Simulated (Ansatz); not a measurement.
Ag (space group P6_3/mmc)

```yaml
crystal:
  lattice:
    - [2.85818, 0.00000, 0.00000]
    - [-1.42909, 2.47526, 0.00000]
    - [0.00000, 0.00000, 9.42135]
  atoms:
    - { symbol: Ag, position: [0.00000, 0.00000, 0.00000] }
    - { symbol: Ag, position: [0.00000, 0.00000, 0.50000] }
    - { symbol: Ag, position: [0.33333, 0.66667, 0.25000] }
    - { symbol: Ag, position: [0.66667, 0.33333, 0.75000] }
```

The volume is varied about the relaxed value V₀ at fixed cell shape. Symmetry pins the atoms to their sites.

These are PBEsol (plane waves to 420 eV, PAW, scalar-relativistic; Ansatz, an electronic-structure program) values and carry that method's errors. k mesh 19×19×5 (Γ-centred), Fermi-Dirac smearing 0.05 eV. E stands for the smeared free energy. Compression counts positive. With the shape held, the modulus is that of even scaling; a crystal free to change shape is softer. Ag was relaxed with its symmetry unable to fall. This is one of several known forms of Ag; the measured ambient cells at hand have space group No. 225. The zero of ΔE is the relaxed starting cell. The last digit holds for this mesh only.

```
V (Å³/atom)  ΔE (meV/atom)
-----------  -------------
13.997            withheld
14.664               117.9
15.330                47.4
15.997                10.8
16.663                 0.0
17.330                 9.0
17.996                33.1
18.663                68.6
19.330               112.7
```

Q: Fit a third-order Birch-Murnaghan form (E₀, V₀, B₀, B₀′ free) to the given rows and predict ΔE at V = 13.997.

A: Least squares on the 8 given rows: ΔE = E₀ + (9V₀B₀/16)·y²·[2 + (B₀′ − 4)y], y = (V₀/V)^(2/3) − 1, with V₀ = 16.663 Å³/atom, B₀ = 118.2 GPa (160.2 GPa = 1 eV/Å³; the term in eV is multiplied by 1000), B₀′ = 5.75, E₀ = 0.00 meV/atom; root-mean-square residual 0.02 meV/atom. At 13.997 the fit gives 232.8 meV/atom; the calculation gives 232.4 meV/atom, so the extrapolation is off by 0.4 (+0.2 %). For the pressure the fit gives 33.9 GPa against the computed 33.8 GPa.

(A scan under strain: stresses follow from slopes of the energy per volume, elastic moduli from its curvatures.)
